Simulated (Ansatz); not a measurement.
Input:

V$_{3}$Si:
```cif
data_SiV3
_chemical_formula_sum 'Si1 V3'
_space_group_name_H-M_alt 'P 1'
_space_group_IT_number 1
_cell_length_a 4.14398
_cell_length_b 4.14398
_cell_length_c 4.14398
_cell_angle_alpha 60.000
_cell_angle_beta 60.000
_cell_angle_gamma 60.000
loop_
_space_group_symop_operation_xyz
  'x, y, z'
loop_
_atom_site_label
_atom_site_type_symbol
_atom_site_fract_x
_atom_site_fract_y
_atom_site_fract_z
_atom_site_occupancy
Si1 Si 0.00000 0.00000 0.00000 1
V1 V 0.50000 0.50000 0.50000 1
V2 V 0.25000 0.25000 0.25000 1
V3 V 0.75000 0.75000 0.75000 1
```
The run is spin-polarised; directions of the spins, atom by atom: 0 0 0 0.

This is the PBEsol-relaxed structure.

Q: All from the program Ansatz at the PBEsol level (PAW), unless another level is named. Predict the electronic character.

A: metallic (no gap).

Q: What about the density of states at the Fermi level?

A: 1.3 states/eV per atom (mean over ±0.08 eV).

Q: And the formation energy from the elements (no fitted shifts)?

A: -0.34 eV/atom.

Space group Fm-3m. The cell is a constructed one: a structure type filled with these elements; neither database checked (COD, Materials Project) lists it. COD files the formula under space group No. 223. Whether it is the stable phase at ambient conditions was not checked. Symmetry was held in the PBEsol relaxation; whether a distortion lowers the energy is not shown. Magnetic state: ferromagnetic, the only order run, not a proven ground state. The references are the lowest solids computed at this level, not always the standard phases.

Potentials: the later of the program's two PAW sets.
